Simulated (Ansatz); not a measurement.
BAs (wurtzite, P6_3mc), DFT-r²SCAN in the program Ansatz with PAW potentials. The conduction-band minimum lies at M, with 3 equivalent valleys. Second derivatives d²E/dk² of the lowest band at one valley (eV·Å²), along Cartesian directions:

| direction | d²E/dk² |
|---|---|
| [100] | 62.96 |
| [010] | 5.396 |
| [001] | 6.482 |
| [110] | 34.19 |
| [101] | 34.73 |
| [011] | 5.937 |

Problem. Find the principal effective masses, the density-of-states mass and the conductivity mass.

Solution. Off-diagonal terms follow from H_xy = H[110] − (H_xx + H_yy)/2, and m*/mₑ = 7.620 eV·Å² over each eigenvalue: 0.12, 1.2, 1.4. One valley's DOS mass (m₁m₂m₃)^(1/3) = 0.59, conductivity mass 3/(Σ 1/mᵢ) = 0.31 mₑ.

Problem. What effective density of states Nc follows at 300 K for parabolic valleys?

Solution. Nc = 2.509e19 × 3 × (0.59)^(3/2) ≈ 3.4e19 cm⁻³.

Problem. With the computed static dielectric constant 9.24 (mean of the diagonal), estimate a hydrogenic donor's binding energy and radius.

Solution. E = 13.606 eV × 0.31/9.24² ≈ 49 meV; a = 0.529 Å × ε/m* ≈ 16 Å. Semilocal masses tend to be too small when the gap is underestimated.

The workflow started from a Materials Project entry (that database holds measured and hypothetical structures alike); the Crystallography Open Database copy checked does not list it. It is not the phase usual at ambient conditions (space group No. 216). The r²SCAN relaxation kept the symmetry of its start; its stability against distortions is not shown here. Scalar-relativistic: spin–orbit coupling is off unless named, which matters more the heavier the elements.

Potentials: the earlier of the program's two PAW sets. The files were generated under PBE; for other functionals the program regenerates the frozen cores, and for LDA and PBEsol the local potential too.
